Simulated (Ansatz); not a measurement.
Data:

S:
```
CELL_PARAMETERS angstrom
      5.20900     3.00742     1.45992
     -5.20900     3.00742     1.45992
      0.00000    -6.01483     1.45992
ATOMIC_POSITIONS crystal
  S  0.25651 0.14616 0.90542
  S  0.90542 0.25651 0.14616
  S  0.14616 0.90542 0.25651
  S  0.74349 0.85384 0.09458
  S  0.09458 0.74349 0.85384
  S  0.85384 0.09458 0.74349
```

This is the PBEsol-relaxed structure. x, y and z are the axes in which the lattice vectors are written.

**Question.** All from plane-wave PAW PBEsol (Ansatz code), unless another level is named. Give the band gap.

**Answer.** 1.98 eV (indirect).

**Question.** Predict the smallest direct gap on the standard path.

**Answer.** 2.11 eV.

**Question.** Give the valence-band maximum.

**Answer.** on the L–T line, 95 % of the way from L.

**Question.** Give the conduction-band minimum.

**Answer.** off the standard path, at k = (0.250, 0.182, -0.271).

Space group R-3. The workflow started from an entry of the Crystallography Open Database (COD), which files this formula under 8 space groups. It is not the phase usual at ambient conditions (space group No. 70). Symmetry was held in the PBEsol relaxation; its stability against distortions is not shown here. A crystal of weakly bound molecules computed without a dispersion correction: the cell and the soft elastic constants depend strongly on that.

Potentials: the later of the program's two PAW sets.
